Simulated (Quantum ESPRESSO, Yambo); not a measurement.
RbScMo₂O₈ (space group P-3m1, No. 164): one geometry, one set of PBEsol (pw.x of Quantum ESPRESSO, ONCV potentials, without SOC) orbitals, self-energies from Yambo (3×3×2 Γ-centred k mesh, bands 4 to 260 and a 6 Ry block in the screening, 260 bands in G with the Bruneval-Gonze terminator, plasmon pole fitted at 27.2 eV).

```csv
level,gap Γ → Γ (eV)
PBEsol (Quantum ESPRESSO),3.45
exchange only (Hartree-Fock self-energy on PBEsol orbitals),[?]
static COHSEX@PBEsol,6.71
"G0W0@PBEsol, plasmon pole",[?]
```

Q: What belongs in the gaps?

A: 
- exchange only (Hartree-Fock self-energy on PBEsol orbitals), gap Γ → Γ (eV): 14.24
- G0W0@PBEsol, plasmon pole, gap Γ → Γ (eV): 5.96

Bare exchange has no screening and gives the widest gap; static COHSEX screens it but leaves out the frequency dependence, which G0W0 restores.

Nearest settings tried, and what they do to the gap: 110 bands in W, 110 bands in G: +151 meV; 5 Ry block (305 vectors against 437): -2 meV. Not varied: mesh. So the settings aren't converged at that level.

Geometry of the Materials Project entry, not relaxed at this level; primitive cell a = b = 5.906 Å, c = 7.804 Å, α = β = 90.00°, γ = 120.00°.

The structure is a Materials Project entry; no match was found in the copy of COD used, and its stability was not checked.
